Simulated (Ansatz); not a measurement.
## One input, then a changed one: TlW₂ (C15 type)

First run: DFT, r2SCAN, PAW with Ansatz's default frozen-core files, scalar-relativistic (Ansatz 0.2.0).

Command: `ansatz run input.yaml --threads 2 --pin off --max-ram 5120MiB --backend cpu --events-out ev --progress --plain --runs-dir out` It took 47 s on 2 threads of Arm Neoverse V1, with other jobs on the host, peak memory 0.91 GiB.

```yaml
crystal:
  lattice:
    - [0.0, 3.899941485, 3.899941485]
    - [3.899941485, 0.0, 3.899941485]
    - [3.899941485, 3.899941485, 0.0]
  atoms:
    - { symbol: Tl, position: [0.125, 0.125, 0.125] }
    - { symbol: Tl, position: [-0.125, -0.125, -0.125] }
    - { symbol: W, position: [0.5, 0.5, 0.5] }
    - { symbol: W, position: [0.5, 0.5, 0.0] }
    - { symbol: W, position: [0.5, 0.0, 0.5] }
    - { symbol: W, position: [0.0, 0.5, 0.5] }
kpoints:
  mp_grid: { grid: [7, 7, 7] }
scf:
  occupations: { method: fermi_dirac, width: 0.05 }
hamiltonian:
  xc: r2scan
  pseudopotentials: { kind: paw }
output:
  forces: true
  stress: true
  write_density: true
  write_potential: true
  elf: true
  volumetric_format: npy
relax:
  f_tol: 0.005
  max_steps: 50
  cell: {}
```

The start is a guessed cell of a prototype that needn't be stable.

This run: cell and atoms relaxed.

It converges in 38 SCF iterations over all geometries at a pressure of -0.01 GPa, ending at 18.83 Å³/atom, cutoff 500 eV.

The input is then changed:

```diff
   stress: true
-  write_density: true
-  write_potential: true
-  elf: true
-  volumetric_format: npy
 relax:
   cell: {}
+basis:
+  ecutrho_ratio: 8
```

Q: Predict the outcome of the changed run.

A: It converges in 38 SCF iterations over all geometries at a pressure of -0.01 GPa, ending at 18.83 Å³/atom, cutoff 500 eV, free energy 0.0 meV/atom against the first run's.
